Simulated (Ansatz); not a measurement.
One starting cell of Sn (a randomly generated symmetric cell of Sn (space group No. 227)) was relaxed twice with Ansatz (plane waves, PAW, scalar-relativistic): with r2SCAN at 500 eV and with PBE at 420 eV. The r2SCAN result:

```
Sn
1.0
    0.00000     4.30831     4.30831
    4.30831     0.00000     4.30831
    4.30831     4.30831     0.00000
Sn
4
Cartesian
  1.07708   1.07708   1.07708
  3.23123   3.23123   1.07708
  3.23123   1.07708   3.23123
  1.07708   3.23123   3.23123
```

```tsv
quantity	r2SCAN	PBE
space group	Fd-3m	Fd-3m
volume (Å³/atom)	39.98	41.80
a (Å)	8.617	8.745
gap (eV, no spin-orbit coupling)	0.00	0.00
```

Both levels end in the same structure; PBE's volume is 4.5 % larger. Neither column is exact.

No spin polarisation in the result.

The run could not lose the symmetry of its start, so the end can be a saddle point.

All atoms sit on sites fixed by symmetry, so only the cell could relax.

The relaxed structure here is a generated cell of Sn: the first start was made by a random draw of sites in a space group, and the end was not matched to a known phase here, so it may be hypothetical. A known form of Sn has the same space group but another cell.

Ansatz is a first-principles code.
